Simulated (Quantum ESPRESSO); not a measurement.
## MgGaAlS4 (finding a planted mistake in a log)

Simulated, not a measurement. The program is pw.x of Quantum ESPRESSO 7.5 (plane-wave density functional theory). The cell is made up: 7 atoms on a zincblende/diamond lattice with one site empty, with randomly drawn elements, strain and displacements, not relaxed. PseudoDojo standard norm-conserving files (v0.5 for PBE, v0.4.1 for LDA and PBEsol) set the functional; there is no spin polarisation, spin-orbit coupling or dispersion term, and the masses in the input are unused placeholders.

Intended input:

```
&control calculation='scf', pseudo_dir='./dojo.nc.sr.pbe.v0_5.standard.upf', outdir='./o', disk_io='medium', tprnfor=.true., tstress=.true. /
&system ibrav=0, nat=7, ntyp=4, nbnd=31, ecutwfc=84.00895049, nosym=.true., tot_charge=0,
 occupations='smearing', smearing='fd', degauss=0.0018374661
/
&electrons conv_thr=7.350e-09, electron_maxstep=60, /
ATOMIC_SPECIES
Al 1.0 Al.upf
Ga 1.0 Ga.upf
Mg 1.0 Mg.upf
S 1.0 S.upf
CELL_PARAMETERS angstrom
5.3494 0.0361 -0.0199
0.0361 5.3786 -0.0297
-0.0199 -0.0297 5.2776
ATOMIC_POSITIONS angstrom
Mg -0.021 2.693 2.6652
Ga 2.7127 0.0179 2.7268
Al 2.6673 2.8031 -0.0566
S 1.303 1.3957 1.3214
S 1.2546 4.177 3.9171
S 4.0079 1.2835 4.1263
S 3.9601 4.1669 1.2726
K_POINTS automatic
4 4 4 1 1 1
```

The log is shortened where brackets say so; the opening notice, blank lines, dates and the lines on written files are dropped, and the path of the files is cut. It prints rydbergs, bohrs and kilobars, and counts compression as positive stress. Where no state is partly filled, the Fermi energy that it prints is only some level between the filled and the empty states on the mesh, and need not lie in the true gap.

Log of the intended run:

```
     Program PWSCF v.7.5
     Parallel version (MPI & OpenMP), running on       1 processor cores
     Number of MPI processes:                 1
     Threads/MPI process:                     1
     [start-up lines left out]
     bravais-lattice index     =            0
     lattice parameter (alat)  =      10.1092  a.u.
     unit-cell volume          =    1024.6328 (a.u.)^3
     number of atoms/cell      =            7
     number of atomic types    =            4
     number of electrons       =        50.00
     number of Kohn-Sham states=           31
     kinetic-energy cutoff     =      84.0090  Ry
     charge density cutoff     =     336.0358  Ry
     scf convergence threshold =      7.3E-09
     mixing beta               =       0.7000
     number of iterations used =            8  plain     mixing
     Exchange-correlation= PBE
                           (   1   4   3   4   0   0   0)
     [axes and pseudopotential details left out]
   Cartesian axes
     site n.     atom                  positions (alat units)
         1        Mg     tau(   1) = (  -0.0039256   0.5034060   0.4982093  )
         2        Ga     tau(   2) = (   0.5070885   0.0033461   0.5097243  )
         3        Al     tau(   3) = (   0.4986019   0.5239871  -0.0105803  )
         4        S      tau(   4) = (   0.2435715   0.2609000   0.2470110  )
         5        S      tau(   5) = (   0.2345240   0.7808121   0.7322286  )
         6        S      tau(   6) = (   0.7492020   0.2399263   0.7713346  )
         7        S      tau(   7) = (   0.7402667   0.7789240   0.2378888  )
     number of k points=    32  Fermi-Dirac smearing, width (Ry)=  0.0018
                       cart. coord. in units 2pi/alat
        k(    1) = (   0.1246413   0.1241946   0.1278732), wk =   0.0625000
        k(    2) = (   0.1255746   0.1255877   0.3812933), wk =   0.0625000
     [further k points left out]
     Dense  grid:   106639 G-vectors     FFT dimensions: (  60,  60,  60)
     Estimated max dynamical RAM per process >     130.14 MB
     Initial potential from superposition of free atoms
     starting charge      49.9939, renormalised to      50.0000
     Starting wfcs are   34 randomized atomic wfcs
     total cpu time spent up to now is       10.2 secs
     per-process dynamical memory:    83.6 Mb
     Self-consistent Calculation
     iteration #  1     ecut=    84.01 Ry     beta= 0.70
     Davidson diagonalization with overlap
     ethr =  1.00E-02,  avg # of iterations =  4.3
     Threshold (ethr) on eigenvalues was too large:
     Diagonalizing with lowered threshold
     Davidson diagonalization with overlap
     ethr =  7.51E-04,  avg # of iterations =  1.1
     total cpu time spent up to now is       51.7 secs
     total energy              =    -364.78417176 Ry
     estimated scf accuracy    <       0.36802694 Ry
     iteration #  2     ecut=    84.01 Ry     beta= 0.70
     Davidson diagonalization with overlap
     ethr =  7.36E-04,  avg # of iterations =  2.2
     total cpu time spent up to now is       73.0 secs
     total energy              =    -364.87259842 Ry
     estimated scf accuracy    <       0.12019740 Ry
     [iterations 3 to 8 left out]
     iteration #  9     ecut=    84.01 Ry     beta= 0.70
     Davidson diagonalization with overlap
     ethr =  2.00E-10,  avg # of iterations =  2.0
     total cpu time spent up to now is      250.9 secs
     total energy              =    -364.90012703 Ry
     estimated scf accuracy    <          7.4E-09 Ry
     iteration # 10     ecut=    84.01 Ry     beta= 0.70
     Davidson diagonalization with overlap
     ethr =  1.48E-11,  avg # of iterations =  3.7
     total cpu time spent up to now is      275.0 secs
     End of self-consistent calculation
     [lines on levels left out]
     the Fermi energy is     6.0805 ev
!    total energy              =    -364.90012703 Ry
     estimated scf accuracy    <          1.5E-09 Ry
     smearing contrib. (-TS)   =      -0.00000000 Ry
     internal energy E=F+TS    =    -364.90012703 Ry
     The total energy is F=E-TS. E is the sum of the following terms:
     one-electron contribution =    -212.43069515 Ry
     hartree contribution      =     126.30279637 Ry
     xc contribution           =     -85.21312917 Ry
     ewald contribution        =    -193.55909909 Ry
     convergence has been achieved in  10 iterations
     Forces acting on atoms (cartesian axes, Ry/au):
     atom    1 type  3   force =    -0.02512364   -0.00371356    0.00221379
     atom    2 type  2   force =    -0.03459810    0.02731160   -0.01669886
     atom    3 type  1   force =    -0.03139300   -0.00812256    0.01817629
     atom    4 type  4   force =     0.04888210   -0.01878687   -0.03544068
     atom    5 type  4   force =     0.03395502   -0.00011966    0.05177630
     atom    6 type  4   force =    -0.00240286    0.01343635    0.00719096
     atom    7 type  4   force =     0.01068048   -0.01000529   -0.02721779
     Total force =     0.115234     Total SCF correction =     0.000090
     Computing stress (Cartesian axis) and pressure
          total   stress  (Ry/bohr**3)                   (kbar)     P=       15.54
   0.00020267  -0.00000557  -0.00006767           29.81       -0.82       -9.95
  -0.00000557   0.00002389   0.00019282           -0.82        3.51       28.36
  -0.00006767   0.00019282   0.00009043           -9.95       28.36       13.30
     init_run     :      9.31s CPU     10.00s WALL (       1 calls)
     electrons    :    243.73s CPU    264.89s WALL (       1 calls)
     forces       :      4.25s CPU      4.33s WALL (       1 calls)
     stress       :     15.88s CPU     16.00s WALL (       1 calls)
     [timing details left out]
     PWSCF        :   4m33.41s CPU   4m55.65s WALL
     JOB DONE.
```

A second run was made from an input with one planted mistake. Its log:

```
     Program PWSCF v.7.5
     Parallel version (MPI & OpenMP), running on       1 processor cores
     Number of MPI processes:                 1
     Threads/MPI process:                     1
     [start-up lines left out]
     bravais-lattice index     =            0
     lattice parameter (alat)  =      10.1092  a.u.
     unit-cell volume          =    1024.6328 (a.u.)^3
     number of atoms/cell      =            7
     number of atomic types    =            4
     number of electrons       =        50.00
     number of Kohn-Sham states=           31
     kinetic-energy cutoff     =      84.0090  Ry
     charge density cutoff     =     336.0358  Ry
     scf convergence threshold =      3.7E-02
     mixing beta               =       0.7000
     number of iterations used =            8  plain     mixing
     Exchange-correlation= PBE
                           (   1   4   3   4   0   0   0)
     [axes and pseudopotential details left out]
   Cartesian axes
     site n.     atom                  positions (alat units)
         1        Mg     tau(   1) = (  -0.0039256   0.5034060   0.4982093  )
         2        Ga     tau(   2) = (   0.5070885   0.0033461   0.5097243  )
         3        Al     tau(   3) = (   0.4986019   0.5239871  -0.0105803  )
         4        S      tau(   4) = (   0.2435715   0.2609000   0.2470110  )
         5        S      tau(   5) = (   0.2345240   0.7808121   0.7322286  )
         6        S      tau(   6) = (   0.7492020   0.2399263   0.7713346  )
         7        S      tau(   7) = (   0.7402667   0.7789240   0.2378888  )
     number of k points=    32  Fermi-Dirac smearing, width (Ry)=  0.0018
                       cart. coord. in units 2pi/alat
        k(    1) = (   0.1246413   0.1241946   0.1278732), wk =   0.0625000
        k(    2) = (   0.1255746   0.1255877   0.3812933), wk =   0.0625000
     [further k points left out]
     Dense  grid:   106639 G-vectors     FFT dimensions: (  60,  60,  60)
     Estimated max dynamical RAM per process >     130.14 MB
     Initial potential from superposition of free atoms
     starting charge      49.9939, renormalised to      50.0000
     Starting wfcs are   34 randomized atomic wfcs
     total cpu time spent up to now is        8.8 secs
     per-process dynamical memory:    83.6 Mb
     Self-consistent Calculation
     iteration #  1     ecut=    84.01 Ry     beta= 0.70
     Davidson diagonalization with overlap
     ethr =  1.00E-02,  avg # of iterations =  4.3
     Threshold (ethr) on eigenvalues was too large:
     Diagonalizing with lowered threshold
     Davidson diagonalization with overlap
     ethr =  7.51E-04,  avg # of iterations =  1.1
     total cpu time spent up to now is       53.7 secs
     total energy              =    -364.78417176 Ry
     estimated scf accuracy    <       0.36802694 Ry
     iteration #  2     ecut=    84.01 Ry     beta= 0.70
     Davidson diagonalization with overlap
     ethr =  7.36E-04,  avg # of iterations =  2.2
     total cpu time spent up to now is       70.7 secs
     total energy              =    -364.87259842 Ry
     estimated scf accuracy    <       0.12019740 Ry
     iteration #  3     ecut=    84.01 Ry     beta= 0.70
     Davidson diagonalization with overlap
     ethr =  2.40E-04,  avg # of iterations =  3.2
     total cpu time spent up to now is       94.0 secs
     End of self-consistent calculation
     [lines on levels left out]
     the Fermi energy is     6.1264 ev
!    total energy              =    -364.89779298 Ry
     estimated scf accuracy    <       0.00607956 Ry
     smearing contrib. (-TS)   =      -0.00000000 Ry
     internal energy E=F+TS    =    -364.89779298 Ry
     The total energy is F=E-TS. E is the sum of the following terms:
     one-electron contribution =    -212.26288580 Ry
     hartree contribution      =     126.13114847 Ry
     xc contribution           =     -85.20695656 Ry
     ewald contribution        =    -193.55909909 Ry
     convergence has been achieved in   3 iterations
     Forces acting on atoms (cartesian axes, Ry/au):
     atom    1 type  3   force =    -0.03069837   -0.00464806    0.00445494
     atom    2 type  2   force =    -0.02762926    0.03579587   -0.01043597
     atom    3 type  1   force =    -0.03003098   -0.00933984    0.01605367
     atom    4 type  4   force =     0.05311259   -0.01674892   -0.03208836
     atom    5 type  4   force =     0.04003115   -0.00548118    0.04605678
     atom    6 type  4   force =    -0.00919935    0.01528731   -0.00013477
     atom    7 type  4   force =     0.00441422   -0.01486518   -0.02390629
     Total force =     0.115756     Total SCF correction =     0.159884
     SCF correction compared to forces is large: reduce conv_thr to get better values
     Computing stress (Cartesian axis) and pressure
          total   stress  (Ry/bohr**3)                   (kbar)     P=       16.84
   0.00017998  -0.00000152  -0.00006482           26.48       -0.22       -9.53
  -0.00000152   0.00006093   0.00018986           -0.22        8.96       27.93
  -0.00006482   0.00018986   0.00010249           -9.53       27.93       15.08
     init_run     :      8.05s CPU      8.61s WALL (       1 calls)
     electrons    :     76.36s CPU     85.24s WALL (       1 calls)
     forces       :      3.04s CPU      3.12s WALL (       1 calls)
     stress       :     12.42s CPU     12.52s WALL (       1 calls)
     [timing details left out]
     PWSCF        :   1m40.07s CPU   1m49.81s WALL
     JOB DONE.
```

Question: what was wrong in the second input?

Answer: the self-consistency threshold is too loose. The input lines that differ, file-writing options aside:

```
- &electrons conv_thr=7.350e-09, electron_maxstep=60, /
+ &electrons conv_thr=3.675e-02, electron_maxstep=60, /
```

|  | intended run | run with the mistake |
| --- | --- | --- |
| free energy (eV) | -4964.719 | -4964.687 |
| smearing term -TS (eV) | 0.0000 | 0.0000 |
| pressure (GPa) | 1.55 | 1.68 |
| largest force component (eV/Å) | 1.331 | 1.366 |
| largest change of a force component (eV/Å) |  | 0.218 |
| iterations | 10 | 3 |

For scale, a rerun of the intended cell at 1437 eV and a 6 x 6 x 6 mesh moved values by no more than 0.002 eV in energy, 0.02 GPa in stress and 0.002 eV/Å in force.